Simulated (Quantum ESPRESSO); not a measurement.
## SnMo3Zr3W (one composition in several site orders)

Computed values, not a measurement. The program is pw.x of Quantum ESPRESSO 7.5 (plane-wave density functional theory). The cell is made up: eight metal atoms on a face-centred cubic lattice, with elements, volume, strain and displacements drawn at random and not relaxed, so it may be unstable or far from any real phase. PseudoDojo standard norm-conserving files set the functional (PBE unless stated); there is no spin polarisation or spin-orbit coupling, the Fermi-Dirac width of 0.25 eV means electrons at about 2900 K, and the masses in the input are unused placeholders. The tin pseudopotential is less sure than most, with forces differing by about three percent from a second method on plain tin. Heavy elements are run without spin-orbit coupling, which real alloys of them have. A spin test at this wide smearing found no moment, but such smearing suppresses magnetism that the real alloy may have.

The runs put one composition on the sites in different orders. Cell, positions, cutoff, mesh and smearing stay as in the input of run 1; sites are counted in its order. Stress in the tables is positive in tension.

Input of run 1:

```
&control calculation='scf', pseudo_dir='./dojo.nc.sr.pbe.v0_5.standard.upf', outdir='./o', disk_io='minimal', tprnfor=.true., tstress=.true. /
&system ibrav=0, nat=8, ntyp=4, nbnd=70, ecutwfc=79.96652505, nosym=.true., tot_charge=0,
 occupations='smearing', smearing='fd', degauss=0.0183746611
/
&electrons conv_thr=1.470e-08, electron_maxstep=70, mixing_beta=0.5 /
ATOMIC_SPECIES
Mo 1.0 Mo.upf
Sn 1.0 Sn.upf
W 1.0 W.upf
Zr 1.0 Zr.upf
CELL_PARAMETERS angstrom
-0.0576 0.0159 -4.3225
4.3249 0.0291 0.0576
-0.0581 -8.366 0.0318
ATOMIC_POSITIONS angstrom
Sn 0.0414 0.1007 0.033
Mo -0.0317 -4.2489 0.1034
Zr 2.2557 -2.0855 0.2148
Zr 2.1131 -6.3836 -0.0066
Mo -0.0274 -2.0971 -2.0552
Mo 0.014 -6.2471 -2.1822
Zr 1.9872 -0.0561 -2.1387
W 2.05 -4.1346 -2.1075
K_POINTS automatic
5 5 3 1 1 1
```

```
run  elements on sites 1 to 8  free energy less that of run 1 (eV)  -TS (eV)  pressure (GPa)  stress xx (GPa)  stress yy (GPa)  stress zz (GPa)  stress yz (GPa)  stress xz (GPa)  stress xy (GPa)  iterations
  1    Sn Mo Zr Zr Mo Mo Zr W                                0.000    -2.139           -3.23             5.00             2.53             2.16            -2.15             0.41             0.27          20
  2    Mo Zr Mo W Mo Zr Zr Sn                                0.164    -2.076           -2.61             4.20             2.31             1.32             1.38             0.92             0.91          19
  3    Zr Sn W Zr Mo Zr Mo Mo                                0.840    -1.990           -2.63             2.13             2.47             3.29             1.10             0.71             0.82          19
  4    Sn W Zr Zr Mo Mo Mo Zr                               -0.145    -1.999           -2.32             2.30             2.26             2.41            -1.14             0.44            -0.10          18
  5    Zr Mo Zr Zr Mo Sn Mo W                                0.103    -2.088           -3.08             3.24             1.96             4.03            -0.11             0.83             0.37          18
  6    Zr Mo W Sn Zr Mo Zr Mo                                0.546    -2.031           -2.22             0.41             3.39             2.86            -1.25             0.70            -0.05          19
```

Forces Fx Fy Fz (eV/Å):

```
site              run 1              run 2              run 3              run 4              run 5              run 6
   1  -0.93 -1.40 -0.12  -0.75 -0.48 -0.29  -0.71 -3.18 -0.18  -0.54 -1.49 -0.06  -0.43 -1.75 -0.48  -0.95 -0.71 -0.05
   2    0.10 -0.04 0.02   -0.06 1.31 -0.83    0.03 1.72 -0.65   0.01 -0.07 -0.19    0.16 0.12 -0.29  -0.03 -0.56 -0.04
   3  -0.44 -1.12 -1.04    0.11 0.42 -0.42   -0.27 -0.11 0.08   -0.49 1.00 -1.03  -0.43 -0.67 -0.71  -0.39 -1.44 -0.83
   4     0.30 2.58 0.09    0.27 -0.12 0.17     0.55 1.41 0.00     0.31 0.63 0.07     0.38 2.17 0.22     0.46 2.78 0.18
   5    0.20 -1.28 0.13   -0.64 -0.16 0.15   -0.11 -0.64 0.00     0.17 0.28 0.17    0.49 -0.71 0.22   -0.26 -1.72 0.24
   6    -0.50 1.32 0.02   -1.16 -0.73 0.36    -0.84 0.45 0.62   -0.51 0.23 -0.02    -0.93 0.89 0.69    -0.85 1.79 0.36
   7     1.40 0.13 0.54    1.49 -0.70 0.22   0.98 -1.42 -0.01    0.82 -0.13 0.35    0.70 -0.51 0.23     1.81 0.34 0.16
   8   -0.14 -0.21 0.35     0.75 0.47 0.64     0.37 1.78 0.13    0.24 -0.44 0.70     0.07 0.46 0.13   0.22 -0.48 -0.02
```

The sites are displaced and not relaxed, so the energy differences mix bonding between neighbours with strain and are not ordering energies. A rerun of one cell of this series at a higher cutoff and on a denser mesh moved values by no more than 0.009 eV in energy, 0.05 GPa in stress and 0.015 eV/Å in force, and a second program with other atomic files agreed on that cell to 2 % rms in force and 0.5 GPa in pressure.